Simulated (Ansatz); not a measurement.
Starting cell, BN (zinc blende):

```
BN
1.0
    0.00000     3.60973     3.60973
    1.80487     0.00000     1.80487
    1.80487     1.80487     0.00000
N B
2 2
Direct
  0.37500   0.75000   0.75000
  0.87500   0.75000   0.75000
  0.00000   0.00000   0.00000
  0.50000   0.00000   0.00000
```

A phonon eigenvector at L = (0.5, 0.0, 0.0) is frozen into this cell: atom i moves by Q times the vector below, so Q is the largest atomic displacement, in Å. The cell is held. (q is in reciprocal vectors of the primitive cell; the cell shown is doubled to hold the pattern.)

```json
[
 {"atom": "N1", "x": "-0.577", "y": "0.577", "z": "0.577"},
 {"atom": "N2", "x": "0.577", "y": "-0.577", "z": "-0.577"},
 {"atom": "B3", "x": "0.351", "y": "-0.351", "z": "-0.351"},
 {"atom": "B4", "x": "-0.351", "y": "0.351", "z": "0.351"}
]
```

Method: r2SCAN (plane waves to 500 eV, PAW, scalar-relativistic; Ansatz, a program for electronic structure). k mesh 8×16×16 (Γ-centred), Fermi-Dirac smearing 0.05 eV. Left out: 2 of 13 points, with atoms too close for the PAW data. BN was relaxed with its symmetry unable to fall. 

| Q (Å) | −dE/dQ from forces (eV/Å) |
|---|---|
| -0.233 | 46.304 |
| -0.187 | 31.711 |
| -0.140 | 20.985 |
| -0.093 | 12.759 |
| -0.047 | 6.030 |
| 0.000 | 0.000 |
| 0.047 | -6.030 |
| 0.093 | -12.759 |
| 0.140 | -20.985 |
| 0.187 | -31.711 |
| 0.233 | -46.304 |

Task: What harmonic wavenumber does the curvature at Q = 0 give?

Result: 978 cm⁻¹. E″ = 126.72 eV/Å², M = Σ mᵢ|uᵢ|² = 36.0 u, ν̃ = 521.5·√(|E″|/M).

(For displaced atoms, the force is minus the slope of the energy, and its curvature is a force constant, which sets phonon frequencies.)
